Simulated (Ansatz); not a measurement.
TeRh: clamped-ion strain scan

Method: DFT PBEsol, scalar-relativistic, plane waves, PAW in Ansatz. Settings: plane waves to 420 eV, k-mesh 12×12×8 (Γ-centred), Gaussian smearing 0.15 eV. No spin polarisation. Energies are free energies at this smearing, counted from the undisturbed cell; pressure is positive in compression.

Zero of the scan (as given, not relaxed at this level; it stands at -0.2 GPa, and it needn't be the usual structure):

```yaml
crystal:
  lattice:
    - [3.99000, 0.00000, 0.00000]
    - [-1.99500, 3.45544, 0.00000]
    - [0.00000, 0.00000, 5.66000]
  atoms:
    - { symbol: Te, position: [0.33333, 0.66667, 0.25000] }
    - { symbol: Te, position: [0.66667, 0.33333, 0.75000] }
    - { symbol: Rh, position: [0.00000, 0.00000, 0.00000] }
    - { symbol: Rh, position: [0.00000, 0.00000, 0.50000] }
```

The cell is strained by ε times the Voigt pattern (1, 0, 0, 0, 0, 0) (xx, yy, zz, yz, xz, xy; engineering shear) with fractional coordinates fixed. The cell is metallic on the mesh throughout.

```
      ε  ΔE (meV/atom) stress summed along the pattern (GPa, tension positive) pressure (GPa)
-0.1000          164.7                                                   -29.51            20.4
-0.0750           88.7                                                   -20.59            13.9
-0.0500           38.1                                                   -12.82             8.3
-0.0250            9.6                                                    -6.11             3.7
 0.0000            0.0                                                    -0.36            -0.2
 0.0250            6.5                                                     4.51            -3.5
 0.0500           26.7                                                     8.59            -6.1
 0.0750           58.1                                                    11.96            -8.3
 0.0875           77.5                                                    13.40            -9.3
 0.1000           98.9                                                    14.70           -10.1
```